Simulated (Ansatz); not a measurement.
Cs$_{2}$YAgF$_{6}$:
```cif
data_AgCs2F6Y
_chemical_formula_sum 'Cs2 Y1 Ag1 F6'
_space_group_name_H-M_alt 'P 1'
_space_group_IT_number 1
_cell_length_a 6.52097
_cell_length_b 6.52097
_cell_length_c 6.52097
_cell_angle_alpha 60.000
_cell_angle_beta 60.000
_cell_angle_gamma 60.000
loop_
_space_group_symop_operation_xyz
  'x, y, z'
loop_
_atom_site_label
_atom_site_type_symbol
_atom_site_fract_x
_atom_site_fract_y
_atom_site_fract_z
_atom_site_occupancy
Cs1 Cs 0.75000 0.75000 0.75000 1
Cs2 Cs 0.25000 0.25000 0.25000 1
Y1 Y 0.50000 0.50000 0.50000 1
Ag1 Ag 0.00000 0.00000 0.00000 1
F1 F 0.73493 0.26507 0.26507 1
F2 F 0.26507 0.73493 0.73493 1
F3 F 0.26507 0.73493 0.26507 1
F4 F 0.73493 0.26507 0.73493 1
F5 F 0.26507 0.26507 0.73493 1
F6 F 0.73493 0.73493 0.26507 1
```

Relaxed with r²SCAN. The program Ansatz at the r²SCAN level (PAW) gives a gap of 3.89 eV.

### Question
What gap does HSE06 give on the same cell (Ansatz, PAW)?

### Answer
5.31 eV, 1.42 eV more. The hybrid was solved on a coarser mesh and at special points; its gap is the smallest among all of these.

| k | v1 r²SCAN | c1 r²SCAN | v1 HSE06 | c1 HSE06 |
|---|---|---|---|---|
| Γ | -0.23 | 3.89 | -0.26 | 5.31 |
| X | -0.19 | 4.76 | (withheld) | (withheld) |
| L | 0.00 | 5.01 | (withheld) | (withheld) |
| W | -0.08 | 4.90 | (withheld) | (withheld) |
| K | -0.11 | 4.88 | (withheld) | (withheld) |

### Question
Top valence (v1) and lowest conduction level (c1) in eV from each method's valence maximum (which need not be a listed point): supply the withheld HSE06 values.

### Answer

- L, v1 HSE06: 0.00
- L, c1 HSE06: 6.56
- X, v1 HSE06: -0.22
- X, c1 HSE06: 6.33
- K, v1 HSE06: -0.12
- K, c1 HSE06: 6.45
- W, v1 HSE06: -0.09
- W, c1 HSE06: 6.47

Cost on shared cores: the r²SCAN run (SCF on a 5×5×5 mesh, then bands and DOS) roughly 2.5 core-minutes, the HSE06 run (SCF on 3×3×3, then a few points) very roughly 5 core-minutes; the tasks are unlike.

Space group Fm-3m. The first step of the workflow began from a Materials Project structure, measured or hypothetical; the Crystallography Open Database copy checked does not list it. Whether it is the stable phase at ambient conditions was not checked. Symmetry was held in the r²SCAN relaxation; whether a distortion lowers the energy is not shown. The run is not spin-polarised. Spin–orbit coupling is left out wherever it is not named.

Potentials: the later of the program's two PAW sets.
